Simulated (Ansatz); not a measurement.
Profile along the B–N line in BN (h-BN type, space group P6_3/mmc)

BN (h-BN type, space group P6_3/mmc)

```
BN
1.0
    2.50045     0.00000     0.00000
   -1.25023     2.16545     0.00000
    0.00000     0.00000     6.41121
B N
2 2
Direct
  0.33333   0.66667   0.25000
  0.66667   0.33333   0.75000
  0.33333   0.66667   0.75000
  0.66667   0.33333   0.25000
```

Fields along a shortest B–N line of a (0001) plane (1.44 Å), from B to N, interpolated on the slice's grid (step about 0.1 Å). The numbers are results of PBEsol-D3(BJ) (plane waves to 420 eV, PAW, scalar-relativistic; Ansatz, a quantum-chemistry and plane-wave program), not measurements. k mesh 15×15×5. Near the nuclei the fields are pseudised (PAW); where an atom keeps semicore shells as valence, they peak there. BN was relaxed with its symmetry unable to fall.

| distance from B (Å) | valence electron density (e/Å³) | electron localisation function | density of the highest valence band (e/Å³) | density of the lowest conduction band (e/Å³) |
|---|---|---|---|---|
| 0.00 | 0.24 | x | 0.002 | 0.001 |
| 0.07 | 0.27 | x | 0.003 | 0.001 |
| 0.14 | 0.38 | x | 0.010 | 0.001 |
| 0.22 | 0.56 | x | 0.019 | 0.001 |
| 0.29 | 0.76 | x | 0.031 | 0.002 |
| 0.36 | 0.96 | 0.47 | 0.042 | 0.002 |
| 0.43 | 1.14 | 0.70 | 0.052 | 0.003 |
| 0.50 | 1.30 | 0.85 | 0.060 | 0.005 |
| 0.58 | 1.46 | 0.91 | 0.068 | 0.008 |
| 0.65 | 1.62 | 0.93 | 0.076 | 0.011 |
| 0.72 | 1.82 | 0.93 | 0.085 | 0.017 |
| 0.79 | 2.07 | 0.92 | 0.095 | 0.024 |
| 0.86 | 2.40 | 0.90 | 0.105 | 0.032 |
| 0.94 | 2.80 | 0.85 | 0.110 | 0.043 |
| 1.01 | 3.22 | 0.77 | 0.110 | 0.054 |
| 1.08 | 3.58 | 0.61 | 0.104 | 0.064 |
| 1.15 | 3.79 | x | 0.085 | 0.074 |
| 1.22 | 3.82 | x | 0.059 | 0.082 |
| 1.30 | 3.73 | x | 0.031 | 0.087 |
| 1.37 | 3.62 | x | 0.010 | 0.090 |
| 1.44 | 3.57 | x | 0.002 | 0.091 |

x: too close to a nucleus for the ELF to mean much. Band densities are of whole bands, smooth part only.

Density on the B–N line (1.44 Å) at its midpoint: 1.82 e/Å³. ELF at that point: 0.9. ELF maximum in the middle third of the B–N line: 0.93, 0.7 Å from B.
